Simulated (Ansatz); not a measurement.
The calculation used DFT PBE, scalar-relativistic, plane waves, PAW in Ansatz 0.2.0. All cells share a 420 eV cutoff and Γ-centred k meshes spaced about 0.3 Å⁻¹ or finer (0.25 for metals, 2π included). No spin polarisation.

These are static total energies at zero pressure.

Two relaxed structures of Nb₂PdSe₄:

A.

```
CELL_PARAMETERS angstrom
13.13260 0.00000 0.00000
0.00000 3.52356 0.00000
0.00000 0.00000 6.12360
ATOMIC_POSITIONS crystal
Nb 0.25000 0.00000 0.02307
Nb 0.25000 0.50000 0.49030
Nb 0.75000 0.00000 0.97693
Nb 0.75000 0.50000 0.50970
Pd 0.50000 0.00000 0.00000
Pd 0.00000 0.00000 0.00000
Se 0.11918 0.00000 0.34794
Se 0.38082 0.00000 0.34794
Se 0.37084 0.50000 0.83443
Se 0.12916 0.50000 0.83443
Se 0.61918 0.00000 0.65206
Se 0.88082 0.00000 0.65206
Se 0.62916 0.50000 0.16557
Se 0.87084 0.50000 0.16557
```

B.

```
CELL_PARAMETERS angstrom
6.87511 -1.76382 0.00000
6.87511 1.76382 0.00000
-2.82940 0.00000 5.84130
ATOMIC_POSITIONS crystal
Nb 0.74797 0.74797 0.68826
Nb 0.25203 0.25203 0.31174
Pd 0.00000 0.00000 0.00000
Se 0.10543 0.10543 0.46103
Se 0.89457 0.89457 0.53897
Se 0.35776 0.35776 0.01919
Se 0.64224 0.64224 0.98081
```

Question: Which form is favoured at zero pressure, and by what margin per atom?

Answer: A is lower, by 23 meV/atom. A has space group Pmma (No. 51), 20.2 Å³/atom and no gap on its mesh; B has space group C2/m (No. 12), 20.2 Å³/atom and no gap. Counting Se atoms around Nb and Pd (those within 1.25 times the shortest such distance or 1.15 times the sum of covalent radii), A and B both have Nb 6, Pd 6. Both come from trial cells of a structure search.

For metals, differences of a few meV/atom aren't resolved. Trial moments fell under 0.15 μB along the way in Pmma and C2/m; another start might hold them. With atoms moved at random, A and B came back.
